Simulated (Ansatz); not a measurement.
# Coordination and ³³S quadrupole coupling in ZnS

Cell: a COD entry whose atoms were relaxed with PBE, the cell held.

Space group P6_3mc (No. 186); a = 3.8120, c = 18.6900 Å, γ = 120.00°.

| site | Wyckoff | site symmetry | x | y | z |
| --- | --- | --- | --- | --- | --- |
| Zn1 | 2a | 3m. | 0.0000 | 0.0000 | 0.0000 |
| Zn3 | 2b | 3m. | 0.3333 | 0.6667 | 0.1667 |
| Zn5 | 2b | 3m. | 0.6667 | 0.3333 | 0.3333 |
| S7 | 2a | 3m. | 0.0000 | 0.0000 | 0.1251 |
| S9 | 2b | 3m. | 0.3333 | 0.6667 | 0.2917 |
| S11 | 2b | 3m. | 0.6667 | 0.3333 | 0.4582 |

One atom of each set is listed.

Level of theory: DFT, PBE, plane waves and PAW (field gradients read without the response of the frozen cores, which leaves them typically 4 to 6 % off), scalar-relativistic, 420 eV cutoff, Γ-centred 8×8×2 k-points, Fermi–Dirac smearing 0.02 eV (Ansatz 0.2.0).

Q(³³S) = -69.40 mb.

**Question.** Order the S environments from the weakest to the strongest quadrupole coupling.
A. S7: 4 Zn at 2.33–2.34 Å
B. S11: 4 Zn at 2.34 Å
C. S9: 4 Zn at 2.33 Å

**Answer.** C (0.011 MHz, η = 0.00), B (0.123 MHz, η = 0.00), A (0.266 MHz, η = 0.00).

An axis of threefold or higher order runs through S9, S11 and S7, so V_zz lies along it and η is zero.
